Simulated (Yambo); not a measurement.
ZnCl2 (space group P4_2/nmc, No. 137), G0W0@PBEsol in Yambo with this input:

```
rim_cut
gw0
dyson
el_el_corr
HF_and_locXC
ppa
em1d
RandQpts= 1000000
RandGvec= 1 Ry
EXXRLvcs= 84 Ry
VXCRLvcs= 336 Ry
Chimod= "HARTREE"
% BndsRnXp
 9 | 221 |
%
NGsBlkXp= 7 Ry
% LongDrXp
 1.0 | 1.0 | 1.0 |
%
PPAPntXp= 27.2114 eV
% GbndRnge
 1 | 221 |
%
GTermKind= "BG"
DysSolver= "n"
ExtendOut
```

On a 4×4×1 mesh, with wavefunctions cut at 84 Ry, the gap (Γ → Γ) is 6.210 eV and the valence edge shifts by -1.633 eV.

Task: What happens with this change: 6 Ry block?

Result: The gap falls by 0.031 eV, to 6.179 eV; the shift of the valence edge becomes -1.594 eV. Neither run is shown to be the converged limit.

Geometry relaxed with PBE+D3(BJ); primitive cell a = b = 3.6786 Å, c = 10.7475 Å, α = β = γ = 90.00°.

A shift is the quasiparticle energy of the state minus its PBEsol energy.
